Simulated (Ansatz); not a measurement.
Relaxed BAs (zinc blende):

```
BAs
1.0
    0.00000     2.39195     2.39195
    2.39195     0.00000     2.39195
    2.39195     2.39195     0.00000
As B
1 1
Direct
  0.75000   0.75000   0.75000
  0.00000   0.00000   0.00000
```

In this cell atom 2 (B, nearest neighbour As at 2.071 Å; its periodic images, 3.4 Å or more away, move with it) is moved by s along Cartesian [111], unit vector (0.577, 0.577, 0.577); all other atoms and the cell stay fixed.

The numbers are results of r2SCAN (plane waves to 500 eV, PAW, scalar-relativistic; Ansatz, an electronic-structure program), not measurements. k mesh 10×10×10 (Γ-centred), Fermi-Dirac smearing 0.05 eV. Energies are smeared free energies. Left out: 1 of 11 points, with atoms too close for the PAW data. As the smearing reaches across the gap at some points, energies and forces of such displacements shift with the k mesh and the smearing. BAs was relaxed with its symmetry unable to fall. ΔE is measured from the undisplaced structure. The last digit holds for this mesh only.

```csv
s (Å),ΔE (meV/cell)
-0.496,withheld
-0.372,1669.7
-0.248,664.0
-0.124,147.3
0.000,0.0
0.124,113.1
0.248,383.4
0.372,708.6
0.496,1018.4
0.620,1272.3
```

Q: Fit a polynomial form (powers 2, 3, 4) to the given rows and predict ΔE at s = -0.496.

A: Least squares on the 9 given rows: ΔE = (8297)·s² + (-9371)·s³ + (2123)·s⁴, in meV/cell with s in Å; root-mean-square residual 4.17 meV/cell. At -0.496 the fit gives 3313.2 meV/cell; the calculation gives 3350.0 meV/cell, so the extrapolation is off by -36.8 (-1.1 %). The quadratic term alone would give 2041.2 meV/cell.

(For displaced atoms, the force is minus the slope of the energy, and its curvature is a force constant, which sets phonon frequencies.)
